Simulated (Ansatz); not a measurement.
Se:
```cif
data_Se3
_chemical_formula_sum 'Se3'
_space_group_name_H-M_alt 'P3121'
_space_group_IT_number 152
_space_group_name_Hall 'P 31 2"'
_cell_length_a 4.86238
_cell_length_b 4.86238
_cell_length_c 4.88384
_cell_angle_alpha 90.000
_cell_angle_beta 90.000
_cell_angle_gamma 120.000
loop_
_atom_site_label
_atom_site_type_symbol
_atom_site_symmetry_multiplicity
_atom_site_Wyckoff_symbol
_atom_site_fract_x
_atom_site_fract_y
_atom_site_fract_z
_atom_site_occupancy
Se1 Se 3 a 0.79955 0.79955 0.00000 1
```

Relaxed at zero pressure with HSE06 in the plane-wave PAW code Ansatz.

### Question
The volume is raised by 6 % and shape and atoms relax at that volume. What pressure results, and how do the axes share the change?

### Answer
-0.1 GPa; a 3.0 %, b 3.0 %, c -0.1 %; the energy rises by 1 meV/atom.

### Question
Give the new structure.

### Answer

Space group P3₁21 (No. 152); a = b = 5.009 Å, c = 4.878 Å, α = β = 90.00°, γ = 120.00°

| atom | site | symmetry | x | y | z |
|---|---|---|---|---|---|
| Se | 3a | .2. | 0.8057 | 0.8057 | 0.0000 |

The phase is kept; no other phase was compared at this pressure.

Space group P3_121 (trigonal Se type). Its axis ratio c/a = 1.00 departs by over 6 % from that of the usual cell of this phase: another minimum, or an error of the functional. The cell was relaxed with HSE06 under the symmetry of its start; its stability against distortions is not shown here. The volume lies over 15 % above that of the usual cell of this phase: another minimum, or an error of the functional.

Potentials: the later of the program's two PAW sets.
